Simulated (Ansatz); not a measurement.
**Straining Hf2N**

Level of theory: DFT PBEsol, scalar-relativistic, plane waves, PAW in Ansatz. (420 eV cutoff, 8×8×12 k-mesh, Gaussian smearing of 0.10 eV, no spin polarisation)

Starting point, cell and atoms relaxed:

```yaml
crystal:
  lattice:
    - [5.29554, 0.00000, 0.00000]
    - [0.00000, 5.29554, 0.00000]
    - [0.00000, 0.00000, 3.22745]
  atoms:
    - { symbol: Hf, position: [0.29546, 0.29546, 0.00000] }
    - { symbol: Hf, position: [0.70454, 0.70454, 0.00000] }
    - { symbol: Hf, position: [0.79546, 0.20454, 0.50000] }
    - { symbol: Hf, position: [0.20454, 0.79546, 0.50000] }
    - { symbol: N, position: [0.00000, 0.00000, 0.00000] }
    - { symbol: N, position: [0.50000, 0.50000, 0.50000] }
```

Deformation: uniaxial strain along c, with the lengths of a and b and the atoms relaxed and the angles held, all within the symmetry that the strain leaves. Energies are extrapolated to zero smearing.

Spin–orbit coupling is left out, which can shift energies with elements as heavy as these.

```
strain (%)  ΔE (meV/atom) a (Å) b (Å) c (Å)
      -3.0           16.9  5.332  5.332  3.131
      -2.0            7.4  5.319  5.319  3.163
      -1.0            1.8  5.307  5.307  3.195
      +0.0            0.0  5.296  5.296  3.227
      +1.0            1.7  5.284  5.284  3.260
      +2.0            6.6  5.272  5.272  3.292
      +3.0           14.5  5.261  5.261  3.324
```

Question: What stiffness (1/V) d²E/dε² at zero strain does a cubic fit over all points give?

Answer: A cubic fit gives (1/V) d²E/dε² = 371 GPa at zero strain (Young's modulus along this axis, angles held).

Question: How does the free axis a answer a small strain?

Answer: Between the innermost points its strain is -0.22 times the applied one.